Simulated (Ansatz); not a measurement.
The cell below belongs to a search over invented structures; it isn't taken from experiment.

Input and command of a plane-wave DFT calculation in Ansatz:

```yaml
crystal:
  lattice:
    - [5.82724963, 0.0, 0.0]
    - [-2.91362481, 5.04654621, 0.0]
    - [0.0, 0.0, 4.51053648]
  atoms:
    - { symbol: Ti, position: [0.0, 0.0, 0.0] }
    - { symbol: Ge, position: [0.63569954, 0.0, 0.0] }
    - { symbol: Ge, position: [0.0, 0.63569954, 0.0] }
    - { symbol: Ge, position: [0.36430046, 0.36430046, 0.0] }
    - { symbol: Ge, position: [0.0, 0.0, 0.5] }
    - { symbol: Pd, position: [0.33333333, 0.66666667, 0.0] }
    - { symbol: Pd, position: [0.66666667, 0.33333333, 0.0] }
basis:
  ecutwfc: 420
kpoints:
  mp_grid: { grid: [3, 3, 4] }
hamiltonian:
  xc: pbe
scf:
  occupations: { method: gaussian, width: 0.2 }
  lower_state_search: "off"
output:
  forces: true
  stress: true
  eigenvalues: true
relax:
  adjacent_minimum: "off"
  f_tol: 0.08
  max_steps: 16
  cell: { stress_tol: 0.8 }
```

```bash
ansatz run input.yaml --threads 1 --pin off --max-ram 2560MiB --backend cpu --events-out ev --progress --plain --runs-dir out
```

Processor: Intel(R) Xeon(R) Processor @ 2.70GHz, 1 thread, on a host shared with other jobs.

Problem. Estimate time, memory and problem size.

Solution. About 110 s, peak memory 0.53 GiB. It solves 63 bands at 9 k points (after reduction by symmetry) with about 4433 plane waves (on the last cell), in 84 SCF iterations over 11 ionic steps.
